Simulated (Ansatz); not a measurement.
SiO2 (rutile)

```
SiO2
1.0
    4.23588     0.00000     0.00000
    0.00000     4.23588     0.00000
    0.00000     0.00000     2.68991
Si O
2 4
Direct
  0.50000   0.50000   0.50000
  0.00000   0.00000   0.00000
  0.80699   0.80699   0.50000
  0.30699   0.69301   0.00000
  0.69301   0.30699   0.00000
  0.19301   0.19301   0.50000
```

Scan: atom 5 (O, nearest neighbour Si at 1.774 Å; its periodic images, 2.7 Å or more away, move with it) is displaced along Cartesian [110], direction (0.707, 0.707, 0.000) in Cartesian axes, by s. The other atoms stay.

Level of theory: PBE (plane waves to 420 eV, PAW, scalar-relativistic; Ansatz, a quantum-chemistry and plane-wave program). k mesh 6×6×10 (Γ-centred), Fermi-Dirac smearing 0.05 eV. Energies are smeared free energies. Compression counts positive. F∥ is the force on the atom along that direction. F⊥ is the part of the force across the line. SiO2 was relaxed with its symmetry unable to fall. The PAW data are Ansatz's earlier set. The zero of ΔE is the undisplaced structure.

| s (Å) | ΔE (meV/cell) | |F⊥| (eV/Å) | P (GPa) | F∥ (eV/Å) |
|---|---|---|---|---|
| -0.350 | 704 | 0.085 | 1.14 | 4.122 |
| -0.280 | 447 | 0.049 | 0.69 | 3.242 |
| -0.210 | 249 | 0.025 | 0.36 | 2.397 |
| -0.140 | 110 | 0.010 | 0.15 | 1.581 |
| -0.070 | 27 | 0.003 | 0.03 | 0.786 |
| 0.000 | 0 | 0.000 | 0.00 | 0.000 |
| 0.070 | 27 | 0.003 | 0.03 | -0.786 |
| 0.140 | 110 | 0.010 | 0.15 | -1.581 |
| 0.210 | 249 | 0.025 | 0.36 | -2.397 |
| 0.280 | 447 | 0.049 | 0.69 | -3.242 |
| 0.350 | 704 | 0.085 | 1.14 | -4.122 |

Summary:

```
Item                                                                                                                                             Result
--------------------------------------------------------  ---------------------------------------------------------------------------------------------
Energy at s = 0.350 Å                                                                                                                      704 meV/cell
Force along the line at s = -0.350 Å                                                                                                          4.12 eV/Å
Symmetry of the curve                                                                                                     even: the same for both signs
Shape of the curve                                                                       a single well with its minimum at or next to zero displacement
Force constant k = d²E/ds² at s = 0 (finite differences)                                                                                     11.2 eV/Å²
Harmonic estimate at the end of the scan                  ½ks² = 686 meV/cell against the computed 704 meV/cell, so the well is close to harmonic there
```

The 11 points together took roughly 110 core-seconds.

(A displaced cell: forces are minus the slopes of the energy, force constants its curvatures, and phonons follow from these.)
